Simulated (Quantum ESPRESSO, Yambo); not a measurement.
Levels of theory for the gap of CsTaP$_{2}$O$_{8}$

CsTaP₂O₈ (space group C2/m, No. 12): one geometry, one set of PBEsol (Quantum ESPRESSO, PseudoDojo norm-conserving, 84 Ry, without SOC) orbitals, self-energies from Yambo (2×2×1 Γ-centred k mesh, bands 2 to 307 and a 7 Ry block in the screening, 307 bands in G with the Bruneval-Gonze terminator, plasmon pole fitted at 27.2 eV).

The geometry is that of Materials Project entry mp-559118, symmetrised and not relaxed again.

| level | gap (-0.5, -0.5, 0) → Γ (eV) | direct gap at Γ (eV) | rough Yambo cost |
|---|---|---|---|
| PBEsol (Quantum ESPRESSO) | 3.40 | 3.51 | – |
| exchange only (Hartree-Fock self-energy on PBEsol orbitals) | 15.00 | 15.07 | about 1/20 (6 states) |
| static COHSEX@PBEsol | 6.88 | 6.96 | within a factor of two (3 states) |
| G0W0@PBEsol, plasmon pole | 6.12 | 6.21 | 1 (6 states) |

Bare exchange has no screening and gives the widest gap; static COHSEX screens it but leaves out the frequency dependence, which G0W0 restores.

Costs are rough ratios of core time on shared machines.

Nearest settings tried, and what they do to the gap: 200 bands in W, 200 bands in G: +62 meV; 6 Ry block (359 vectors against 441): -4 meV. Not varied: mesh. So the settings aren't converged at that level. The k mesh is coarse.

Spin-orbit coupling is left out, which matters for elements this heavy: edges can move by tenths of an eV.

The structure is a Materials Project entry; no match was found in the copy of COD used, and its stability was not checked.
